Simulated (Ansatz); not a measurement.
**Computed scan of one atom of the cell: P (black-P type, space group Cmce)**

P (black-P type, space group Cmce)

```xyz
4
Lattice="1.6511 -5.3454 0.0000 1.6511 5.3454 0.0000 0.0000 0.0000 4.4667" Properties=species:S:1:pos:R:3 pbc="T T T"
P      1.6511     1.0592     2.6134
P      1.6511    -1.0592     1.8532
P      1.6511    -4.2862     4.0865
P      1.6511     4.2862     0.3801
```

In this cell atom 2 (P, nearest neighbour P at 2.213 Å; its periodic images, 3.3 Å or more away, move with it) is moved by s along Cartesian z, unit vector (0.000, 0.000, 1.000); all other atoms and the cell stay fixed.

Method: r2SCAN+rVV10 (plane waves to 500 eV, PAW, scalar-relativistic; Ansatz, a quantum-chemistry and plane-wave program). k mesh 8×8×6 (Γ-centred), Fermi-Dirac smearing 0.05 eV. The energy includes the smearing's −TS. Compression counts positive. With partly filled bands, energies and forces of such displacements shift with the k mesh and the smearing. F∥ is the force on the atom along that direction. F⊥ is the part of the force across the line. P was relaxed with its symmetry unable to fall. ΔE is measured from the undisplaced structure.

| s (Å) | ΔE (meV/cell) | |F⊥| (eV/Å) | P (GPa) | F∥ (eV/Å) |
|---|---|---|---|---|
| -0.440 | 1528 | 0.241 | 9.0 | 7.055 |
| -0.352 | 969 | 0.206 | 6.4 | 5.635 |
| -0.264 | 537 | 0.157 | 4.2 | 4.186 |
| -0.176 | 233 | 0.111 | 2.5 | 2.721 |
| -0.088 | 57 | 0.060 | 1.1 | 1.308 |
| 0.000 | 0 | 0.004 | 0.0 | 0.003 |
| 0.088 | 51 | 0.064 | -0.8 | -1.140 |
| 0.176 | 195 | 0.146 | -1.3 | -2.093 |
| 0.264 | 414 | 0.238 | -1.6 | -2.841 |
| 0.352 | 688 | 0.343 | -1.7 | -3.358 |
| 0.440 | 997 | 0.473 | -1.7 | -3.598 |

Read from the data:

| Item | Result |
|---|---|
| Energy at s = 0.440 Å | 997 meV/cell |
| Force along the line at s = -0.440 Å | 7.06 eV/Å |
| Symmetry of the curve | not even: the negative side lies higher at ±0.440 Å |
| Shape of the curve | a single well with its minimum at or next to zero displacement |
| Force constant k = d²E/ds² at s = 0 (finite differences) | 14.0 eV/Å² |
| Harmonic estimate at the end of the scan | ½ks² = 1354 meV/cell against the computed 997 meV/cell, so the well is softer than harmonic there |

(A displaced cell: forces are minus the slopes of the energy, force constants its curvatures, and phonons follow from these.)
